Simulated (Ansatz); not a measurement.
The relaxed structure here is a generated cell of BaS3: the first start was made by placing the elements on the sites of a structure type, and the end was not matched to a known phase here, so it may be hypothetical. Known forms of BaS3 include space group No. 113.

One starting cell of BaS$_{3}$ (a generated trial cell of BaS3 in the AFLOW prototype A3B_hP8_194_h_c (D0_19, as in Ni3Sn)) was relaxed twice with Ansatz (plane waves, PAW, scalar-relativistic): with r2SCAN at 500 eV and with PBE at 420 eV. The r2SCAN result:

```
BaS3
1.0
    6.28228     0.00000     0.00000
   -3.14114     5.44061     0.00000
    0.00000     0.00000     6.17299
S Ba
6 2
Direct
  0.79288   0.58576   0.25000
  0.20712   0.79288   0.75000
  0.41424   0.20712   0.25000
  0.20712   0.41424   0.75000
  0.79288   0.20712   0.25000
  0.58576   0.79288   0.75000
  0.33333   0.66667   0.25000
  0.66667   0.33333   0.75000
```

```json
[
 {"quantity": "space group", "r2SCAN": "P6₃/mmc", "PBE": "P6₃/mmc"},
 {"quantity": "volume (Å³/atom)", "r2SCAN": "26.37", "PBE": "?"},
 {"quantity": "a (Å)", "r2SCAN": "6.282", "PBE": "?"},
 {"quantity": "c (Å)", "r2SCAN": "6.173", "PBE": "?"},
 {"quantity": "gap (eV, no spin-orbit coupling)", "r2SCAN": "0.00", "PBE": "?"}
]
```

Q: Fill in the PBE column.

A: 
- volume (Å³/atom), PBE: 26.59
- a (Å), PBE: 6.310
- c (Å), PBE: 6.169
- gap (eV, no spin-orbit coupling), PBE: 0.00

Both levels end in the same structure; PBE's volume is 0.8 % larger. Neither column is exact.

No spin polarisation in the result.

The run could not lose the symmetry of its start: the end is stationary, and may be a saddle point rather than a minimum.

Ansatz is an electronic-structure program.
